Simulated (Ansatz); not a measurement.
A relaxed structure of SnSe. Space group Fm-3m (No. 225), rock salt type. Computed with PBEsol (plane waves to 420 eV, PAW, scalar-relativistic; Ansatz, a program for electronic structure).

```cif
data_Se4Sn4
_chemical_formula_sum 'Sn4 Se4'
_space_group_name_H-M_alt 'Fm-3m'
_space_group_IT_number 225
_space_group_name_Hall '-F 4 2 3'
_cell_length_a 5.95023
_cell_length_b 5.95023
_cell_length_c 5.95023
_cell_angle_alpha 90.000
_cell_angle_beta 90.000
_cell_angle_gamma 90.000
loop_
_atom_site_label
_atom_site_type_symbol
_atom_site_symmetry_multiplicity
_atom_site_Wyckoff_symbol
_atom_site_fract_x
_atom_site_fract_y
_atom_site_fract_z
_atom_site_occupancy
Sn1 Sn 4 b 0.50000 0.50000 0.50000 1
Se1 Se 4 a 0.00000 0.00000 0.00000 1
```
(The calculation used a cell of 2 atoms; values per cell refer to that cell.)

Problem. Give the band gap at the level PBEsol.

Solution. No clear gap: the sampled points leave 0.15 eV away from the symmetry points, which may be a band crossing missed between them.

Problem. What is the computed smallest direct gap (PBEsol)?

Solution. 0.15 eV at k = (0, 0.0714, -0.4286).

No spin polarisation in the result.

The run could not lose the symmetry of its start.

The first start was generated by placing the elements on the sites of a structure type. A measured structure of SnSe has the same space group, Fm-3m (No. 225); the sites were not compared with it. Another known form has space group No. 62.
